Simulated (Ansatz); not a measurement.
Input and command of a calculation in Ansatz (plane waves; scalar-relativistic PAW potentials unless the input names others):

```yaml
crystal:
  lattice:
    - [4.0626997374, 0.0, 0.0]
    - [0.0, 4.0626997374, 0.0]
    - [0.0, 0.0, 6.1833107441]
  atoms:
    - { symbol: Ag, position: [0.0, 0.0, 0.5] }
    - { symbol: I, position: [0.5, 0.0, 0.791027265] }
    - { symbol: I, position: [0.0, 0.5, 0.208972735] }
kpoints:
  mp_grid: { grid: [12, 12, 8] }
hamiltonian:
  xc: lda
  dispersion: d3bjatm
scf:
  occupations: { method: gaussian, width: 0.15 }
  eigensolver: { kind: davidson }
output:
  forces: true
  eigenvalues: true
  stress: true
```

```bash
ansatz run input.yaml --threads 1 --pin off --max-ram 2560MiB --backend cpu --events-out ev --progress --plain --runs-dir out
```

Abridged log:
```
Warning: the engine holds no damping parameters fitted to this dispersion correction and functional, so the run takes those fitted to pbe (hamiltonian.dispersion, under Limitations)
Basis set: ecut = 420 eV, 1989 PW (Γ)
Bands: 32, of which v1, the nominal top of the filled ones, is band 27 counted from 1 (26 counted from 0)
Symmetry: 8 space group operations
k-points: 140 of 1152 (time reversal used)
SCF iter   1: F=—  HF=-22170.881671 eV  |F-HF|=—  |Δ(HF+E_count)|=         —  Δρ=7.37e-3  dr2=4.73e-2  ethr=1.77e-3  ⟨swp⟩=11.7  Hψ=20577  notcnv=0
SCF iter   2: F=—  HF=-22170.875920 eV  |F-HF|=—  |Δ(HF+E_count)|=   5.75e-3  Δρ=3.04e-3  dr2=1.49e-2  ethr=8.93e-5  ⟨swp⟩=3.2  Hψ=10902  notcnv=0  defer=8
SCF iter   3: F=—  HF=-22170.871595 eV  |F-HF|=—  |Δ(HF+E_count)|=   4.32e-3  Δρ=1.70e-3  dr2=3.62e-3  ethr=2.82e-5  ⟨swp⟩=3.0  Hψ=10383  notcnv=0  defer=2
SCF iter   4: F=—  HF=-22170.870895 eV  |F-HF|=—  |Δ(HF+E_count)|=   7.00e-4  Δρ=7.01e-4  dr2=8.42e-4  ethr=6.84e-6  ⟨swp⟩=3.0  Hψ=8675  notcnv=0  defer=1
SCF iter   5: F=—  HF=-22170.870745 eV  |F-HF|=—  |Δ(HF+E_count)|=   1.51e-4  Δρ=1.87e-4  dr2=3.67e-5  ethr=7.02e-8  ⟨swp⟩=3.0  Hψ=18149  notcnv=0
SCF iter   6: F=—  HF=-22170.870732 eV  |F-HF|=—  |Δ(HF+E_count)|=   1.23e-5  Δρ=3.26e-5  dr2=1.37e-6  ethr=6.93e-8  ⟨swp⟩=3.0  Hψ=10966  notcnv=0
SCF iter   7: F=-22170.870732 eV  HF=-22170.870732 eV  |F-HF|=4.51e-8  |Δ(HF+E_count)|=   2.34e-7  Δρ=8.75e-6  dr2=8.26e-8  ethr=2.58e-9  ⟨swp⟩=3.8  Hψ=11068  notcnv=0
the search or the solves at the SCF's close may have found levels that the self-consistency loop had missed (the run counts none). By its estimate they hold under 1e-12 electrons; where the run keeps them, the occupations were computed again with them
SCF 1 converged in 7 iterations: F = -22170.870732 eV  dr2 = 8.26e-8
  Residual-converged pass: ⟨swp⟩=4.0  Hψ=12567  notcnv=0  max |occ|·‖R‖ = 6.6e-6 eV (tolerance 6.7e-6 eV) dr2=8.35e-8  dr2_onsite=4.42e-9  max |Δocc| = 7.7e-9
SCF converged after 7 iterations
Free energy (F): -22170.870732 eV
Harris-Foulkes:  -22170.870732 eV  (|F-HF|=4.51e-8)
Internal energy: -22170.834665 eV  (E = F + TS)
E sigma→0 (E₀):  -22170.852698 eV
Entropy (-TS):   -0.036067 eV (-12.022 meV/atom)
Fermi energy:    6.524951 eV
  E_disp       = -0.995329  (pairwise vdW)
--- Forces (eV/Å), atoms counted from 1 ---
  atom   1  Ag     0.00000000     0.00000000     0.00000000
  atom   2  I      0.00000000     0.00000000    -0.15789339
  atom   3  I      0.00000000     0.00000000     0.15789339
--- Stress (GPa, compression-positive) ---
       -3.054252       0.000000       0.000000
        0.000000      -3.054252       0.000000
        0.000000       0.000000      -3.375003
  P = ⅓ Tr σ = -3.1612 GPa (-31.612 kbar)
```

Apart from outputs and empty bands, the input differs from a reference run on usual settings in hamiltonian.dispersion: not typed → "d3bjatm"; scf.eigensolver.kind: not typed → "davidson"; hamiltonian.xc: "pbesol" → "lda"; basis.ecutwfc: 420 → not typed. The reference, at the same geometry, gave pressure 0.03 GPa, largest force 0.003 eV/Å, no gap on the mesh. This run converged in 7 SCF iterations (reference: 8) with a total energy on another zero, pressure -3.16 GPa, largest force 0.158 eV/Å, no gap on the mesh.

The run took 69 s on 1 thread of Arm Neoverse V2, on a shared host, peak memory 0.46 GiB.